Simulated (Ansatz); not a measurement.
A frame of Zn5In6O14 from dynamics at 2160 K, with the forces (eV/Å) computed on a k mesh in the last three columns. Level of theory: DFT PBE, scalar-relativistic, plane waves, PAW (Ansatz).

Cutoff 420 eV; k points 3×3×3 on the computed 25-atom cell (Γ-centred); Fermi–Dirac smearing, width 0.19 eV; no spin polarisation.

```xyz
25
Lattice="7.044 -0.115 -0.084 -0.115 6.929 -0.045 -0.084 -0.045 6.795" Properties=species:S:1:pos:R:3:forces:R:3 pbc="T T T"
In    1.484    1.827    5.984    0.330   -0.700   -3.350
In    0.205    1.158    2.415    0.070    0.380    1.110
In    1.347    5.809    5.268   -3.720    1.640   -2.300
In    5.939    3.366    4.562    0.990    3.970    1.380
In    2.829    3.210    3.086   -1.460   -1.470    0.090
In    4.382    6.365    4.025    0.890    3.030   -1.960
O     5.753    1.503    4.385   -0.520   -4.790   -0.520
O     0.480    0.383    0.089    0.230   -0.220    0.350
O     3.996    4.669    1.398   -0.220   -0.730    0.680
O     3.217    6.302    5.748    1.400    1.040    2.920
O     1.990    3.900    5.639    0.880   -1.940    0.510
O     5.567    2.904    0.071    1.140   -2.090   -0.060
O     6.257    5.073    6.011    0.550    0.110    0.050
O     2.563    5.221    1.797    0.050    1.470    0.710
O     4.145    4.420    4.061    0.440   -2.440   -0.020
O     6.836    5.964    3.597    0.440    0.440   -1.280
O     5.218   -0.063    1.784    1.870    1.550    1.430
O     0.689    3.193    3.289   -1.060   -0.360    0.020
O     2.539    1.080    4.104   -0.290    1.060   -0.600
O     1.777    2.197    1.133    2.010    1.330    2.360
Zn    5.614    0.228    6.206    0.940    0.900    0.180
Zn    3.651    0.148    1.003   -2.670   -0.160   -1.490
Zn    3.913    3.532   -0.040   -0.690   -0.100   -1.650
Zn    1.401    4.358    0.577   -2.040   -0.680    1.790
Zn    6.198    5.295    1.528    0.440   -1.260   -0.350
```

Static pressure 6.0 GPa (no kinetic part), no gap on the mesh.

Counting as bonded all pairs within 1.2 times the summed covalent radii, but none from a metal cation to another cation:

| atom → neighbour | mean count | mean length (Å) | spread (Å) |
| --- | --- | --- | --- |
| In → O | 4.67 | 2.24 | 0.17 |
| O → In | 2.00 | 2.24 | 0.17 |
| O → Zn | 0.79 | 1.98 | 0.17 |
| Zn → O | 2.20 | 1.98 | 0.17 |

Angles between all pairs of such bonds at an atom (mean ± spread): 106 ± 29° at In, 110 ± 22° at O, 111 ± 21° at Zn.

Cost: 1 run of about 2.3 core-minutes, on Intel Xeon Processor @ 2.70GHz (shared hosts).